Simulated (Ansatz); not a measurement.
Nb (bcc, W type)

```yaml
crystal:
  lattice:
    - [-1.65481, 1.65481, 1.65481]
    - [1.65481, -1.65481, 1.65481]
    - [1.65481, 1.65481, -1.65481]
  atoms:
    - { symbol: Nb, position: [0.00000, 0.00000, 0.00000] }
```

This relaxed cell (volume V₀) is scaled evenly in all directions, its shape held. Symmetry pins the atoms to their sites.

Method: PBE (plane waves to 420 eV, PAW, scalar-relativistic; Ansatz, a quantum-chemistry and plane-wave program). k mesh 20×20×20 (Γ-centred), Fermi-Dirac smearing 0.05 eV. Compression counts positive. Nb is run without spin polarisation. Nb was relaxed with its symmetry unable to fall.

At one point of the scan the stress tensor (GPa) is:

```
   16.6      0.0      0.0
    0.0     16.6      0.0
    0.0      0.0     16.6
```

Problem. Which point is it?
A) V/V₀ = 0.920
B) V/V₀ = 0.940
C) V/V₀ = 0.980
D) V/V₀ = 0.960

Solution. A, V/V₀ = 0.920

(Under strain, the slope of the energy per volume gives the stress and its curvature an elastic modulus.)
